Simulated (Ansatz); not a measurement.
A plane-wave DFT run in Ansatz 0.2.0 (scalar-relativistic PAW potentials unless the input names others): input and command.

```yaml
crystal:
  lattice:
    - [4.0524509379, 0.0, 0.0]
    - [0.0, 4.0524509379, 0.0]
    - [0.0, 0.0, 4.2857734189]
  atoms:
    - { symbol: Ba, position: [0.0, 0.0, -0.0131868673], spin: 2.0 }
    - { symbol: Ti, position: [0.5, 0.5, 0.4726703757] }
    - { symbol: O, position: [0.5, 0.5, 0.0421297128] }
    - { symbol: O, position: [0.5, 0.0, 0.5206933894] }
    - { symbol: O, position: [0.0, 0.5, 0.5206933894] }
basis:
  ecutwfc: 420
kpoints:
  mp_grid: { grid: [8, 8, 8] }
hamiltonian:
  xc: pbe
  hubbard: { sites: [{ species: Ti, l: d, u_eff: 4.0 }] }
scf:
  occupations: { method: gaussian, width: 0.02 }
  max_iter: 100
output:
  forces: true
  eigenvalues: true
  stress: true
relax:
  adjacent_minimum: "off"
  f_tol: 0.01
  max_steps: 30
  cell: { stress_tol: 0.1, fix: [volume] }
```

```bash
ansatz run input.yaml --threads 2 --pin off --max-ram 5120MiB --backend cpu --events-out ev --progress --plain --runs-dir out
```

Question: What is wrong with this input?

Answer: The program refuses it, because of a moment without spin polarisation (crystal.atoms[0].spin: not typed → 2.0). Without that key it is accepted.

Abridged log:
```
Error: inconsistent input (magnetization.spin_polarized): false but per-atom `spin:`, `per_species`, `initial_magnetization`, `magnetic_field`, or `spin_locking` is set
```